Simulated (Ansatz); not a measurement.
Y3Si5:
```xyz
8
Lattice="6.5840 0.0000 0.0000 -3.2920 5.7019 0.0000 0.0000 0.0000 4.1943" Properties=species:S:1:pos:R:3 pbc="T T T"
Y     -2.1313     3.6915     0.0000
Y      4.2626     0.0000     0.0000
Y      1.1607     2.0104     0.0000
Si     3.2920     1.9006     2.0971
Si     0.0000     3.8013     2.0971
Si    -0.8834     1.5301     2.0971
Si     1.7667     0.0000     2.0971
Si     2.4086     4.1718     2.0971
```

Relaxed with PBE. Special points in fractions of this cell's reciprocal vectors: Γ (0.000, 0.000, 0.000); M (0.500, 0.000, 0.000); K (0.333, 0.333, 0.000); A (0.000, 0.000, 0.500); L (0.500, 0.000, 0.500); H (0.333, 0.333, 0.500).

Task: List the band energies nearest the Fermi level at these points for PBE with spin–orbit coupling (plane waves, PAW; program Ansatz).

Result: In eV from the Fermi level; about four levels below and three above (degenerate sets whole), none deeper than 8.9 eV; points with the same levels are listed once.

```tsv
k	below	above
Γ	-1.10 -1.10 -1.10 -1.10 -0.31 -0.31	0.94 0.94 1.10 1.10
M	-0.59 -0.59 0.00 0.00	0.78 0.78 0.92 0.92
K	-1.11 -1.11 -1.11 -1.11	1.37 1.37 1.37 1.37
A	-2.25 -2.25 -1.35 -1.35	0.18 0.18 0.20 0.20
L	-2.02 -2.02 -1.47 -1.47	0.26 0.26 0.44 0.44
H	-1.75 -1.75 -1.75 -1.75	0.14 0.14 0.28 0.28
```

Space group P-62m. The start of the workflow was typed in or built on a structure type; neither database checked (COD, Materials Project) lists it. Its standing as an ambient phase is unchecked. The cell was relaxed with PBE under the symmetry of its start; whether a distortion lowers the energy is not shown. No spin polarisation was allowed.

Potentials: the earlier of the program's two PAW sets.
